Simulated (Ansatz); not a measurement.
Ir (fcc, Cu type)

```
Ir
1.0
    3.83048     0.00000     0.00000
    0.00000     3.83048     0.00000
    0.00000     0.00000     3.83048
Ir
4
Cartesian
  0.00000   0.00000   0.00000
  1.91524   1.91524   0.00000
  1.91524   0.00000   1.91524
  0.00000   1.91524   1.91524
```

Scan: atom 3 (Ir, nearest neighbour Ir at 2.709 Å; its periodic images, 3.8 Å or more away, move with it) is displaced along Cartesian [110], direction (0.707, 0.707, 0.000) in Cartesian axes, by s. The other atoms stay.

These are PBEsol (plane waves to 420 eV, PAW, scalar-relativistic; Ansatz, a first-principles code) values and carry that method's errors. k mesh 10×10×10 (Γ-centred), Fermi-Dirac smearing 0.05 eV. Left out: 4 of 11 points, with atoms too close for the PAW data. With partly filled bands, energies and forces of such displacements shift with the k mesh and the smearing. F∥ is the force on the atom along that direction. Ir is run without spin polarisation. Ir was relaxed with its symmetry unable to fall. Spin-orbit coupling is left out, though Ir is heavy. 

```csv
s (Å),F∥ (eV/Å)
-0.486,11.299
-0.324,6.022
-0.162,2.525
0.000,0.000
0.162,-2.525
0.324,-6.022
0.486,-11.299
```

Problem. What is the force constant k = d²E/ds² of this move at s = 0?

Solution. 14.6 eV/Å². The forces along the line at the two nearest points give (2.525 − (-2.525)) / (2·0.162) = 15.59 eV/Å²; the next pair corrects for the finite step.

(A displaced cell: forces are minus the slopes of the energy, force constants its curvatures, and phonons follow from these.)
